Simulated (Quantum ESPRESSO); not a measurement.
Space group Fm-3m (No. 225); a = 5.631 Å, b = 5.631 Å, c = 5.631 Å, α = 90.00°, β = 90.00°, γ = 90.00°

| atom | site | symmetry | x | y | z |
|---|---|---|---|---|---|
| S | 4b | m-3m | 0.5000 | 0.5000 | 0.5000 |
| Ca | 4a | m-3m | 0.0000 | 0.0000 | 0.0000 |
(The calculation used a cell of 2 atoms; values per cell refer to that cell.)

Cell and atoms were relaxed with PBEsol from Materials Project entry mp-1672, within its symmetry.

What does norm-conserving PBEsol (Quantum ESPRESSO, 68 Ry, without SOC) give for the electronic structure near the Fermi level?

The PBEsol gap is indirect, 2.16 eV, from Γ to X; the smallest direct gap is 3.00 eV.
